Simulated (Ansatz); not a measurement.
Data:

KI:
```yaml
crystal:
  lattice:
    - [0.00000, 3.50351, 3.50351]
    - [3.50351, 0.00000, 3.50351]
    - [3.50351, 3.50351, 0.00000]
  atoms:
    - { symbol: K, position: [0.00000, 0.00000, 0.00000] }
    - { symbol: I, position: [0.50000, 0.50000, 0.50000] }
```

This is the PBEsol-relaxed structure.

**Question.** All from the program Ansatz at the PBEsol level (PAW), unless another level is named. Estimate the Poisson's ratio.

**Answer.** 0.28.

**Question.** What about the elastic constants (relaxed ions, GPa)?

**Answer.** C11 = 29.6, C12 = 3.5, C44 = 3.5.

Space group Fm-3m (rock salt). Symmetry was held in the PBEsol relaxation. Spin–orbit coupling is left out wherever it is not named.

Potentials: the later of the program's two PAW sets.
